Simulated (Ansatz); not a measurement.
# Mg vacancy in Mg

Computed with Ansatz, DFT LDA, scalar-relativistic, plane waves, PAW. (420 eV cutoff, 3×3×3 k-mesh, Gaussian smearing of 0.10 eV, no spin polarisation)

Host crystal, relaxed:

```yaml
crystal:
  lattice:
    - [3.14476, 0.00000, 0.00000]
    - [-1.57238, 2.72345, 0.00000]
    - [0.00000, 0.00000, 5.04279]
  atoms:
    - { symbol: Mg, position: [0.33333, 0.66667, 0.25000] }
    - { symbol: Mg, position: [0.66667, 0.33333, 0.75000] }
```

Supercell of 36 atoms, rows in host cell vectors: 0 -3 0; -3 0 0; 0 0 -2. Atoms relax at the host's cell, keeping the symmetry that the supercell leaves at the site. The cell is small, so energies carry finite-size errors of tenths of an eV. The host is a metal.

Defect: Mg vacancy set at (0.333, 0.667, 0.250) of the host cell. Before relaxation its nearest neighbours are 6 Mg at 3.11 Å, 6 Mg at 3.15 Å.

| charge | moment (μB) | largest move (Å) | atoms near the site |
| --- | --- | --- | --- |
| 0 | 0.00 | 0.03 | 6 Mg at 3.08 Å, 6 Mg at 3.13 Å |

Cost: 2 runs of about 5 core-minutes in all, on Intel Xeon Processor @ 2.70GHz (shared hosts).